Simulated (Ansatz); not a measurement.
Values for one crystal, relaxed and computed with DFT-PBEsol in the program Ansatz with PAW potentials; other levels are named.

* **Volume per atom**: 12.98 Å³
* **Electronic character**: metallic (no gap)
* **Zone-centre stability**: no imaginary mode at Γ
* **Hill bulk and shear moduli**: 203 and 96.7 GPa
* **Poisson's ratio**: 0.29
* **Debye temperature from the elastic constants**: 480 K
* **Density of states at the Fermi level**: 0.07 states/eV per atom (mean over ±0.08 eV)

Which of these materials gives this?
(A) SiNi, Pnma (Si on 4c, Ni on 4c)
(B) SiRh, P2_1/c (Si on 4e, Rh on 4e)
(C) AlSiCN, P3m1 (Pearson symbol hP16)
(D) ScSi, Cmcm (Sc on 4c, Si on 4c)

B, SiRh, P2_1/c (Si on 4e, Rh on 4e)

The first step of the workflow began from a Materials Project structure, measured or hypothetical; the Crystallography Open Database files this formula in space group No. 14, but the cells were not matched. Whether it is the stable phase at ambient conditions was not checked. The cell was relaxed with PBEsol under the symmetry of its start. The run is not spin-polarised. As this level gives no gap, shear constants depend on the k-mesh and smearing (Fermi–Dirac, 0.1 eV here). Scalar-relativistic: spin–orbit coupling is off unless named, which matters more the heavier the elements.

Potentials: the earlier of the program's two PAW sets. The files were generated under PBE; for other functionals the program regenerates the frozen cores, and for LDA and PBEsol the local potential too.
